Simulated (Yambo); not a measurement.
CsCaH3 (cubic perovskite, space group Pm-3m, No. 221); a = b = c = 4.621 Å, α = β = γ = 90.00°. With the G0W0 scissor the direct gap on the mesh is 5.33 eV.

Question: Can the lowest exciton of this BSE run be trusted, and with what binding energy? (Yambo, LDA bands; 8×8×8 mesh, 3 valence and 8 conduction bands, static screening with 45 bands and a 3 Ry block, scissor 2.52 eV, Tamm-Dancoff.)

Answer: No. The lowest state covers only about 10 of the 512 k points, so the mesh doesn't resolve it: its energy and its distance from the direct gap are mesh artefacts. An extended exciton needs a far denser mesh. The scissor comes from a G0W0 run whose convergence isn't established. The cell is held in this high symmetry; tilts and polar distortions were not searched.

Geometry of the Materials Project entry, not relaxed at this level.

The structure is a Materials Project entry; no match was found in the copy of COD used, and its stability was not checked.
